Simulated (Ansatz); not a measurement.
**In₃Se: how the k-point mesh moves the results**

These are results of DFT PBEsol, scalar-relativistic, plane waves, PAW in Ansatz 0.2.0, not measurements.

```yaml
crystal:
  lattice:
    - [4.80376, 0.00000, 0.00000]
    - [0.00000, 4.80376, 0.00000]
    - [0.00000, 0.00000, 4.80376]
  atoms:
    - { symbol: In, position: [0.00000, 0.50000, 0.50000] }
    - { symbol: In, position: [0.50000, 0.00000, 0.50000] }
    - { symbol: In, position: [0.50000, 0.50000, 0.00000] }
    - { symbol: Se, position: [0.00000, 0.00000, 0.00000] }
```

The plane-wave cutoff is 420 eV and the occupation rule is Gaussian smearing, 0.1 eV. The spin treatment is unpolarised.

The atoms are held and the k-point mesh is swept. Energies are extrapolated to zero smearing and count from the reference run, 14×14×14. The cell isn't necessarily relaxed at this level. The meshes are Γ-centred. Pressure is positive in compression.

Times are rough; the reference took 32 s on 1 thread of Arm Neoverse V2, on a shared host, peak memory 0.56 GiB.

(1) One run gave ΔE = 208 meV/atom and P = 0.27 GPa. Which k-point mesh did it use, of 1×1×1, 2×2×2, 4×4×4, 6×6×6, 8×8×8, 10×10×10, 12×12×12?

Answers

(1) 2×2×2. All runs:

```tsv
mesh	ΔE (meV/atom)	P (GPa)	irreducible points	wall time (s)
1×1×1	615	3.19	1	0.8
2×2×2	208	0.27	4	1.3
4×4×4	9.98	-2.80	10	2.3
6×6×6	-0.36	-2.95	20	4.3
8×8×8	-0.10	-2.98	35	7.2
10×10×10	-0.34	-2.99	56	15
12×12×12	-0.96	-2.98	84	16
14×14×14	0.00	-2.97	120	32
```